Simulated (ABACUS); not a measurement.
Set-up for a self-consistent single point of Al₂O₃ (R-3c, 10 atoms in the cell; from Materials Project mp-1143).

```
Al2O3
1.0
    2.40252     1.38709     4.37208
   -2.40252     1.38709     4.37208
    0.00000    -2.77419     4.37208
Al O
4 6
Direct
  0.14790   0.14790   0.14790
  0.85210   0.85210   0.85210
  0.35210   0.35210   0.35210
  0.64790   0.64790   0.64790
  0.94386   0.55614   0.25000
  0.05614   0.44386   0.75000
  0.25000   0.94386   0.55614
  0.75000   0.05614   0.44386
  0.55614   0.25000   0.94386
  0.44386   0.75000   0.05614
```

Level of theory: PBE, numerical atomic orbitals TZP (confined pseudo-atomic orbitals with Gaussian additions; energy shift 0.01 Ry), PseudoDojo 0.5 standard norm-conserving PBE (tails mended) pseudopotentials (ABACUS 3.10.1).

ABACUS settings:

* **basis**: TZP numerical atomic orbitals, energy shift 0.01 Ry
* **KPT**: Gamma 6 6 6 0.5 0.5 0.5
* **basis_type**: lcao
* **ecutwfc**: 100 Ry
* **smearing_method**: fixed
* **potentials**: PseudoDojo 0.5 standard norm-conserving PBE (tails mended)
* **symmetry**: 1
* **symmetry_prec**: 1e-05
* **ks_solver**: genelpa
* **scf_nmax**: 100
* **scf_thr**: 1.0e-07
* **mixing_type**: pulay

Results:

```
Property                                                  Value
------------------------------------------------  -------------
Number of valence electrons                                  48
Number of bands                                              34
Number of k-points after the program's reduction             28
Size of the basis                                           170
Number of SCF iterations                                      9
Free energy E − TS                                -2967.8974 eV
Pressure                                               1.07 GPa
```

Stress (GPa, positive for compression):
```
1.30  0.00  0.00
0.00  1.30  0.00
0.00  0.00  0.61
```

The atom-centred basis is finite, which shifts total energies and pressures against plane waves. The structure comes from a collection of computed structures, made at another level of theory; the collection holds predicted forms beside known ones.

Cost on one core: about 60 core-seconds (a rough figure).

The atomic orbitals were generated for these runs; they are not ABACUS's published sets and were checked against plane waves on a few crystals only.

“Tails mended”: in these copies of the files the far tail of each local potential was reset to the Coulomb form.
